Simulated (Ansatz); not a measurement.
Ti₃Al:
```xyz
8
Lattice="5.6880 0.0000 0.0000 -2.8440 4.9259 0.0000 0.0000 0.0000 4.6069" Properties=species:S:1:pos:R:3 pbc="T T T"
Ti     2.8440     3.2549     1.1517
Ti     0.0000     1.6711     3.4552
Ti    -1.3968     4.0904     3.4552
Ti     4.2408     0.8355     1.1517
Ti     1.4472     0.8355     1.1517
Ti     1.3968     4.0904     3.4552
Al     0.0000     3.2839     1.1517
Al     2.8440     1.6420     3.4552
```

This is the PBEsol-relaxed structure. Cartesian axes are those of the cell as given.

Task: All from the program Ansatz at the PBEsol level (PAW), unless another level is named. Predict the Young's modulus.

Result: 149 GPa.

Task: And the elastic constants (relaxed ions, GPa)?

Result: C11 = 192, C12 = 95.7, C13 = 69.9, C33 = 241, C44 = 57.6.

Task: What about the highest zone-centre frequency?

Result: 319 cm^-1.

Space group P6_3/mmc. The cell was relaxed with PBEsol under the symmetry of its start; of distortions, only those at the zone centre were tested. The run is not spin-polarised. As this level gives no gap, shear constants depend on the k-mesh and smearing (Fermi–Dirac, 0.1 eV here). As this level gives no gap, phonon frequencies hold no LO–TO term and depend on the k-mesh and smearing (Fermi–Dirac, 0.1 eV here).

Potentials: the later of the program's two PAW sets.
